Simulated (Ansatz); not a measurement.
A series in space group Pm-3m

All 4 crystals share space group Pm-3m (No. 221) and the same kinds of sites, 2 atoms in the primitive cell. They are database entries and needn't be the stable phases. The set is a selection: crystals with an unstable lattice, a very soft shear in a metal or doubtful stress slopes were left out. Cells are relaxed by PAW under the functional.

Quantity: elastic moduli (Hill averages, relaxed ions; θ_D from sound speeds over directions). Level: LDA, PAW on Ansatz 0.2.0's default frozen-core files (fitted under PBE), scalar-relativistic.

```json
{"crystal": "AlCo", "cell (conventional)": "a = 2.795 Å", "k mesh": "16×16×16", "smearing (eV)": "0.10"}
{"crystal": "AlNi", "cell (conventional)": "a = 2.833 Å", "k mesh": "16×16×16", "smearing (eV)": "0.05"}
{"crystal": "AlRu", "cell (conventional)": "a = 2.954 Å", "k mesh": "16×16×16", "smearing (eV)": "0.05"}
{"crystal": "GaIr", "cell (conventional)": "a = 2.998 Å", "k mesh": "16×16×16", "smearing (eV)": "0.05"}
```

Task: Rank them by C44, lowest first.
A. AlCo
B. AlRu
C. AlNi
D. GaIr

Result: D (72.1 GPa), C (131 GPa), B (138 GPa), A (158 GPa).

All values:

```
crystal  B (GPa)  G (GPa)  C11 (GPa)  C44 (GPa)      ν  θ_D (K)
   AlCo      207      125        324        158  0.249      647
   AlNi      186     89.0        253        131  0.294      548
   AlRu      232      117        354        138  0.283      532
   GaIr      259     62.0        324       72.1  0.389      277
```

Keep in mind: frozen-core PAW files fitted under PBE, their cores solved anew for the functional of the run; responses of metals move with mesh and smearing; no spin-orbit coupling on heavy atoms (GaIr); the softest shear constant rests on one k mesh, and a soft shear can herald a distortion on cooling (GaIr).
